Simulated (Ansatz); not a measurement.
Data:

TiC₂:
```cif
data_C2Ti
_chemical_formula_sum 'Ti1 C2'
_space_group_name_H-M_alt 'P6/mmm'
_space_group_IT_number 191
_space_group_name_Hall '-P 6 2'
_cell_length_a 2.66071
_cell_length_b 2.66071
_cell_length_c 3.75920
_cell_angle_alpha 90.000
_cell_angle_beta 90.000
_cell_angle_gamma 120.000
loop_
_atom_site_label
_atom_site_type_symbol
_atom_site_symmetry_multiplicity
_atom_site_Wyckoff_symbol
_atom_site_fract_x
_atom_site_fract_y
_atom_site_fract_z
_atom_site_occupancy
Ti1 Ti 1 a 0.00000 0.00000 0.00000 1
C1 C 2 d 0.33333 0.66667 0.50000 1
```

This is the PBEsol-relaxed structure.

Q: All from PBEsol (plane waves, PAW; program Ansatz), unless another level is named. Predict the electronic character.

A: metallic (no gap).

Q: What about the density of states at the Fermi level?

A: 0.29 states/eV per atom (mean over ±0.08 eV).

Q: What about the formation energy from the elements (no fitted shifts)?

A: 0.43 eV/atom.

The start of the workflow was typed in or built on a structure type; neither database checked (COD, Materials Project) lists it. Its standing as an ambient phase is unchecked. The PBEsol relaxation kept the symmetry of its start. At this level the phase is dynamically unstable (imaginary phonons). The run is not spin-polarised. The volume moved by 18 % from the start of the relaxation. Its formation energy is positive at this level, so the cell may be metastable or incomplete. The references are the lowest solids computed at this level, not always the standard phases.

Potentials: the earlier of the program's two PAW sets. The files were generated under PBE; for other functionals the program regenerates the frozen cores, and for LDA and PBEsol the local potential too.
